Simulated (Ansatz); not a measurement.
B2Ir:
Space group P6₃/mmc (No. 194); a = 3.0688 Å, b = 3.0688 Å, c = 7.0534 Å, α = 90.00°, β = 90.00°, γ = 120.00°

```json
[
 {"atom": "Ir", "site": "2c", "symmetry": "-6m2", "x": "0.3333", "y": "0.6667", "z": "0.2500"},
 {"atom": "B", "site": "4f", "symmetry": "3m.", "x": "0.6667", "y": "0.3333", "z": "0.0591"}
]
```

Relaxed at zero pressure with the program Ansatz at the PBE level (PAW).

**Question.** The volume is raised by 9 % and shape and atoms relax at that volume. What pressure results, and how do the axes share the change?

**Answer.** -19.4 GPa; a 4.1 %, b 4.1 %, c 0.7 %; the energy rises by 55 meV/atom.

**Question.** Give the new structure.

**Answer.** 
Space group P6₃/mmc (No. 194); a = b = 3.194 Å, c = 7.099 Å, α = β = 90.00°, γ = 120.00°

| atom | site | symmetry | x | y | z |
|---|---|---|---|---|---|
| Ir | 2c | -6m2 | 0.3333 | 0.6667 | 0.2500 |
| B | 4f | 3m. | 0.6667 | 0.3333 | 0.0636 |

The phase is kept; no other phase was compared at this pressure.

Space group P6_3/mmc. The start of the workflow was typed in or built on a structure type; neither database checked (COD, Materials Project) lists it. Whether it is the stable phase at ambient conditions was not checked. The cell was relaxed with PBE under the symmetry of its start; whether a distortion lowers the energy is not shown. The run is not spin-polarised. Spin–orbit coupling is left out wherever it is not named.

Potentials: the earlier of the program's two PAW sets.
